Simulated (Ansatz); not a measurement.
## Notes on BaLi2Mg2Si2

```
CELL_PARAMETERS angstrom
2.27389 3.93849 0.00000
-2.27389 3.93849 0.00000
-2.27389 1.31283 8.62667
ATOMIC_POSITIONS crystal
Ba 0.00000 0.00000 0.00000
Mg 0.86439 0.27122 0.59317
Mg 0.13561 0.72878 0.40683
Li 0.42941 0.14118 0.28823
Li 0.57059 0.85882 0.71177
Si 0.75790 0.48420 0.27370
Si 0.24210 0.51580 0.72630
```

Level: r2SCAN, no spin polarisation; 500 eV; 8×8×8 Γ-centred mesh; fermi-dirac occupations (width 0.1 eV); Ansatz 0.2.0, fixed geometry.

- Stress: The pressure is 0.8 GPa (compression positive), so with the atoms held at these fractions the cell would first expand.
- Formation energy: -0.37 eV an atom against the elements' usual phases (free molecules for gases, crystals otherwise, with no correction for O₂ or N₂), so it is bound against them; other compounds may still compete. Relaxing would lower it.
- Electronic structure: It is a metal on this mesh, though the bands barely overlap, with about 0.33 states/eV a cell as the mean within 0.25 eV of the Fermi level.
- Charges: Bader charges in e: Ba +1.22, Li +0.84, Mg +1.48, Si -2.93. In the mean Mg gives up most and Si takes most.

Origin: a database entry at a rescaled volume.
